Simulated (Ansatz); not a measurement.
Sb (fcc (Cu type), Fm-3m) under volume change, r²SCAN (plane waves, PAW; program Ansatz), scaled uniformly.

| V (Å³/atom) | E − E(relaxed) (meV/atom) | P (GPa) |
|---|---|---|
| 24.754 | 48.8 | 6.97 |
| 25.570 | 20.6 | 4.23 |
| 26.386 | 4.9 | 1.98 |
| 27.203 | 0.0 | 0.00 |
| 28.019 | 4.5 | -1.73 |
| 28.835 | 17.2 | -3.20 |
| 29.651 | 36.7 | -4.43 |

Problem. What does a third-order Birch–Murnaghan fit give for V₀, B₀ and B′?

Solution. V₀ = 27.19 Å³/atom, B₀ = 61.2 GPa, B′ = 4.1.

The cell is a constructed one: a structure type filled with these elements; the Crystallography Open Database files this formula in space group No. 225, but the cells were not matched. It is not the phase usual at ambient conditions (space group No. 166). The r²SCAN relaxation kept the symmetry of its start. At this level the phase is mechanically unstable. Scalar-relativistic: spin–orbit coupling is off unless named, which matters more the heavier the elements.

Potentials: the later of the program's two PAW sets.
